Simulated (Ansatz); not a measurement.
**TlSn under pressure**

Level of theory: DFT r2SCAN, scalar-relativistic, plane waves, PAW (Ansatz 0.2.0). Settings: 500 eV cutoff, 12×12×10 k-mesh, Gaussian smearing of 0.10 eV, no spin polarisation.

Reference structure (relaxed):

```yaml
crystal:
  lattice:
    - [3.25952, 0.00000, 0.00000]
    - [0.00000, 3.25952, 0.00000]
    - [0.00000, 0.00000, 5.44983]
  atoms:
    - { symbol: Tl, position: [0.00000, 0.00000, 0.00000] }
    - { symbol: Sn, position: [0.50000, 0.50000, 0.50000] }
```

Cell and atoms are relaxed at each pressure within the symmetry of the start, at zero temperature, so transitions that lower the symmetry aren't seen. The k-mesh given is that at zero pressure and may differ at others. a, b and c are the lengths of the cell vectors above. ΔH is E + PV over the energy at zero pressure.

Spin–orbit coupling is left out, which can shift energies with elements as heavy as these.

| P (GPa) | V (Å³/atom) | V/V0 | a (Å) | b (Å) | c (Å) | ΔH (eV/atom) |
| --- | --- | --- | --- | --- | --- | --- |
| -1 | ? | ? | ? | ? | ? | ? |
| 0 | 28.95 | 1.000 | 3.260 | 3.260 | 5.450 | 0.000 |
| 1 | ? | ? | ? | ? | ? | ? |
| 4 | 26.67 | 0.921 | 3.189 | 3.189 | 5.246 | 0.692 |
| 12 | 23.99 | 0.829 | 3.074 | 3.074 | 5.077 | 1.946 |
| 25 | 21.53 | 0.744 | 2.970 | 2.970 | 4.881 | 3.784 |
| 50 | 18.88 | 0.652 | 2.923 | 2.923 | 4.419 | 6.910 |
| 90 | 16.63 | 0.574 | 2.818 | 2.818 | 4.190 | 11.315 |

Question: What stands in the row for -1 GPa?

Answer: V 29.80 Å³/atom; V/V0 1.029; a 3.282 Å; b 3.282 Å; c 5.532 Å; ΔH -0.183 eV/atom.

Question: What stands in the row for 1 GPa?

Answer: V 28.29 Å³/atom; V/V0 0.977; a 3.236 Å; b 3.236 Å; c 5.402 Å; ΔH 0.179 eV/atom.